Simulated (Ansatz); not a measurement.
Input deck for Ansatz 0.2.0, then the block of the output on the nuclei.

The cell is an entry of the Crystallography Open Database (COD) (the entry's cell lengths or inner coordinates differ somewhat from later room-temperature determinations), taken as it stands.

```yaml
crystal:
  lattice:
    - [2.49824, 0.0, 0.0]
    - [-1.24912, 2.1635393048, 0.0]
    - [0.0, 0.0, 6.6357]
  atoms:
    - { symbol: B, position: [0.3333333333, 0.6666666667, 0.25] }
    - { symbol: B, position: [0.6666666667, 0.3333333333, 0.75] }
    - { symbol: "N", position: [0.3333333333, 0.6666666667, 0.75] }
    - { symbol: "N", position: [0.6666666667, 0.3333333333, 0.25] }
kpoints:
  mp_grid: { grid: [14, 14, 5] }
scf:
  occupations: { method: fermi_dirac, width: 0.02 }
hamiltonian:
  xc: pbe
  pseudopotentials: { kind: paw }
output:
  forces: true
  stress: true
  populations: true
  efg:
    quadrupole_moments_barn: { B: 0.04059, "N": 0.02044 }
    contact_densities: true
```

```sh
ansatz run input.yaml --threads 4 --pin off --max-ram 10240MiB --backend cpu --events-out ev --progress --plain --runs-dir out
```

Of the output, the block on the nuclei alone is shown; the set-up, the SCF iterations, energies, forces and stress are cut. One atom of each set with nearly equal values is shown.

```
--- PAW observables at the nuclei: V_zz in 10²¹ V/m², potentials from the cell's mean, atoms counted from 1 ---
  atom   1  B  V_zz =    +2.831313   η = 0.0000   by run symmetry: allowed   C_q = +2.7788 MHz
            electrostatic potential = -322.385649 V   contact ρ = 486.893711 e/Å³
  atom   3  N  V_zz =    -0.261509   η = 0.0000   by run symmetry: allowed   C_q = -0.1292 MHz
            electrostatic potential = -512.229081 V   contact ρ = 1411.214836 e/Å³
```

Hardware: 4 threads of Intel Xeon 6975P-C (Granite Rapids) (x86_64; 16 cores open to the job, memory cap 10.0 GiB, no GPU), a shared host with a load of 0.1 a core. Wall time 0.6 s, CPU time 1.7 s, peak memory 0.4 GiB.

At this cell the PBE pressure is 5 GPa, so with PBE the cell would grow if it were relaxed.
